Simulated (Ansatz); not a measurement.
HfCo₇:
Space group P4/mmm (No. 123); a = b = 5.040 Å, c = 3.493 Å, α = β = γ = 90.00°

```
atom  site  symmetry       x       y       z
----  ----  --------  ------  ------  ------
Hf      1d     4/mmm  0.5000  0.5000  0.5000
Co      1b     4/mmm  0.0000  0.0000  0.5000
Co      4j      m.2m  0.2303  0.2303  0.0000
Co      2e      mmm.  0.0000  0.5000  0.5000
```

Relaxed at zero pressure with PBEsol (plane waves, PAW; program Ansatz).

Q: The volume is lowered by 3 % and shape and atoms relax at that volume. What pressure results, and how do the axes share the change?

A: 7.9 GPa; a -1.0 %, b -1.0 %, c -0.9 %; the energy rises by 8 meV/atom.

Q: Give the new structure.

A: 
Space group P4/mmm (No. 123); a = b = 4.987 Å, c = 3.461 Å, α = β = γ = 90.00°

| atom | site | symmetry | x | y | z |
|---|---|---|---|---|---|
| Hf | 1d | 4/mmm | 0.5000 | 0.5000 | 0.5000 |
| Co | 1b | 4/mmm | 0.0000 | 0.0000 | 0.5000 |
| Co | 4j | m.2m | 0.2312 | 0.2312 | 0.0000 |
| Co | 2e | mmm. | 0.0000 | 0.5000 | 0.5000 |

The phase is kept; no other phase was compared at this pressure.

The first step of the workflow began from a Materials Project structure, measured or hypothetical; the Crystallography Open Database copy checked does not list it. Whether it is the stable phase at ambient conditions was not checked. The cell was relaxed with PBEsol under the symmetry of its start; its stability against distortions is not shown here. The run is not spin-polarised. The program gave a warning on the electronic state, which may not be the lowest. Axis ratios of metals converge slowly with the k-mesh, so a and c are less sure than the volume. Spin–orbit coupling is left out wherever it is not named.

Potentials: the later of the program's two PAW sets.
